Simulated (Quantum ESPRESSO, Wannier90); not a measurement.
# Wannierisation of MgSe (rock salt)

```
CELL_PARAMETERS angstrom
      0.00000     2.73373     2.73373
      2.73373     0.00000     2.73373
      2.73373     2.73373     0.00000
ATOMIC_POSITIONS crystal
  Mg 0.00000 0.00000 0.00000
  Se 0.50000 0.50000 0.50000
```

Materials Project entry mp-10760; symmetrised, unrelaxed at this level. COD (Crystallography Open Database) has an entry of this formula and space group (matched by these alone). Method: PBEsol plane waves in Quantum ESPRESSO 7.5 (PseudoDojo norm-conserving files, 69 Ry, no spin polarisation, no spin-orbit coupling), Bloch states on a 10×10×10 mesh through Γ, Wannier90 4.0.1. Density: 10×10×10 mesh, cold smearing 0.01 Ry. Spin-orbit coupling, left out, would split the p-like bands by a few tenths of an eV.

Valence charges of the files: Mg 10, Se 16. 24 bands were computed.

Isolated groups of bands, relative to the valence-band maximum (bands from 14 on overlap up to the last one computed):

```csv
bands,from (eV),to (eV),filling,weight on atomic waves
1,-75.07,-75.07,filled,Mg 2s 100 %
2–6,-46.33,-46.32,filled,Se 3d 100 %
7–9,-41.99,-41.99,filled,Mg 2p 100 %
10,-12.92,-11.47,filled,"Se 4s 89 %, Mg 3s 10 %"
11–13,-4.93,0.00,filled,"Se 4p 89 %, Mg 3s 7 %"
```

Wanted is a model with the orbitals Mg s p, Se s p, without the filled groups that are mainly made of other shells (semicore states, and anion s where it isn't named); all higher bands stay in for disentanglement.

Problem. Give num_wann, exclude_bands and num_bands, and the number of electrons that the model holds.

Solution. Electrons: 1×10 + 1×16 = 26, which fill 13 bands.
num_wann = 1×4 + 1×4 = 8.
exclude_bands = 1-9, 9 bands, so num_bands = 24 − 9 = 15.
The model holds 26 − 2×9 = 8 electrons. With the window frozen to 3.26 eV it follows pw.x to 1.8 meV rms (states up to 2.8 eV relative to the valence-band maximum).
